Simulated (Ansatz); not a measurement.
A 12-atom cell of CaCd₃F₈ built on the fluorite structure (relaxed group Cmmm), relaxed with r2SCAN. It is orthorhombic, Cmmm (No. 65); a = 7.643 Å, b = 10.804 Å, c = 3.817 Å in the conventional setting, 13.13 Å³ an atom. Cd has 8 F at 2.34 Å; F has 3 Cd at 2.34 Å and 1 Ca at 2.35 Å; F has 2 Cd at 2.34 Å and 2 Ca at 2.34 Å; F has 4 Cd at 2.34 Å; Ca has 8 F at 2.34–2.35 Å.

```
Cd F Ca
1.0
     3.82166   -5.40177    0.00000
     3.82166    5.40177    0.00000
     0.00000    0.00000    3.81736
Cd F Ca
3 8 1
Direct
  0.00000 0.50000 0.00000
  0.50000 0.50000 0.50000
  0.50000 0.00000 0.00000
  0.37600 0.12568 0.50000
  0.12568 0.37600 0.50000
  0.87436 0.12564 0.00000
  0.62485 0.37515 0.00000
  0.37515 0.62485 0.00000
  0.12564 0.87436 0.00000
  0.87432 0.62400 0.50000
  0.62400 0.87432 0.50000
  0.00000 0.00000 0.50000
```

4 runs of the plane-wave code Ansatz on this cell differ in the functional (and in the settings that go with it). Levels are in eV from each run's valence top; v1 is the last filled band, c1 the first empty one.

Run A, mean stress 0.0 GPa (compression positive):

| point | v5 | v3 | v1 | c1 | c2 | c3 |
| --- | --- | --- | --- | --- | --- | --- |
| Γ | -0.50 | -0.45 | -0.13 | 4.35 | 7.93 | 8.38 |
| Y | -0.36 | -0.34 | -0.32 | 6.12 | 6.53 | 7.53 |
| C₀ | -0.43 | -0.35 | -0.31 | 6.30 | 6.32 | 7.39 |
| Z | -0.55 | -0.35 | 0.00 | 7.54 | 7.89 | 8.92 |

Run B, mean stress +1.7 GPa (compression positive):

| point | v5 | v3 | v1 | c1 | c2 | c3 |
| --- | --- | --- | --- | --- | --- | --- |
| Γ | -0.54 | -0.50 | -0.14 | 5.76 | 9.42 | 9.90 |
| Y | -0.38 | -0.36 | -0.34 | 7.55 | 7.97 | 9.02 |
| C₀ | -0.46 | -0.37 | -0.34 | 7.73 | 7.76 | 8.85 |
| Z | -0.58 | -0.38 | 0.00 | 9.02 | 9.38 | 10.46 |

Run C, mean stress +1.4 GPa (compression positive):

| point | v5 | v3 | v1 | c1 | c2 | c3 |
| --- | --- | --- | --- | --- | --- | --- |
| Γ | -0.54 | -0.51 | -0.14 | 6.51 | 10.21 | 10.69 |
| Y | -0.38 | -0.36 | -0.34 | 8.32 | 8.74 | 9.80 |
| C₀ | -0.46 | -0.37 | -0.34 | 8.51 | 8.54 | 9.63 |
| Z | -0.58 | -0.38 | 0.00 | 9.81 | 10.17 | 11.25 |

Run D, mean stress +4.9 GPa (compression positive):

| point | v5 | v3 | v1 | c1 | c2 | c3 |
| --- | --- | --- | --- | --- | --- | --- |
| Γ | -0.48 | -0.43 | -0.12 | 3.67 | 7.10 | 7.53 |
| Y | -0.35 | -0.33 | -0.31 | 5.40 | 5.81 | 6.76 |
| C₀ | -0.42 | -0.34 | -0.30 | 5.59 | 5.60 | 6.65 |
| Z | -0.54 | -0.34 | 0.00 | 6.77 | 7.12 | 8.03 |

Problem. Match the runs to PBE, r2SCAN, HSE06, PBE0.

Solution. A is r2SCAN, B is HSE06, C is PBE0, D is PBE. In order of the gap: PBE 3.67, r2SCAN 4.35, HSE06 5.76, PBE0 6.51 eV. The stress vanishes for r2SCAN, which relaxed the cell.

Spin-unpolarised throughout. Whether this structure exists isn't addressed.

Spin-orbit coupling is left out.

The stress of a hybrid is loosely converged in these runs.

The meshes of the hybrids are coarse, so their gaps aren't converged to the digits shown.
